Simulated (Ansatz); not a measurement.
A relaxed cell of SiCl5 is given with its symmetry left out. The cell was found from a structure generator's guess, not taken from experiment.

These are results of DFT PBE, scalar-relativistic, plane waves, PAW (Ansatz 0.2.0), not measurements. Cutoff 420 eV, Γ-centred mesh, Gaussian smearing, no spin polarisation.

```xyz
6
Lattice="6.3830 0.0000 0.0000 -3.1915 5.5278 0.0000 0.0000 0.0000 5.7538" Properties=species:S:1:pos:R:3 pbc="T T T"
Si    0.0000    0.0000    0.0000
Cl    0.0000    3.6852    2.8769
Cl    3.1915    1.8426    2.8769
Cl    1.9533    0.0000    0.0000
Cl   -0.9766    1.6916    0.0000
Cl    2.2149    3.8362    0.0000
```

Energies over the elements count from the elements' standard structures at the same level (Cl₂ as a molecule), with no fitted energy shifts.

Q: What space group does it have?

A: P-62m (No. 189). Conventional cell: a = 6.383 Å, c = 5.754 Å. Around Si lie 3 Cl at 1.95 Å; around Cl on a site of symmetry -6 lie 9 Cl at 3.63–3.69 Å (long against covalent radii, as for large ions); Cl on a site of symmetry m2m has 1 Si at 1.95 Å, 2 Cl at 3.38 Å, 4 Cl at 3.63 Å and 4 Cl at 3.85 Å.

Q: What is its formation energy per atom?

A: −0.36 eV/atom. It lies below the elements, which doesn't yet make it stable against other compounds or structures.

Q: Is it a metal?

A: Yes, bands cross the Fermi level on the 6×6×8 mesh.

The last run used a 6×6×8 mesh (in the run's order of axes) for its 6-atom cell and Gaussian smearing of 0.10 eV. No dispersion correction is applied, so the spacing and binding between layers, chains or molecules are poorly described. An odd number of electrons in the primitive cell allows no gap without spin; a larger cell or a magnetic state could open one. The cell is a metal run without spin; a magnetic state may lie lower. A structure relaxed within its symmetry needn't be a true minimum.
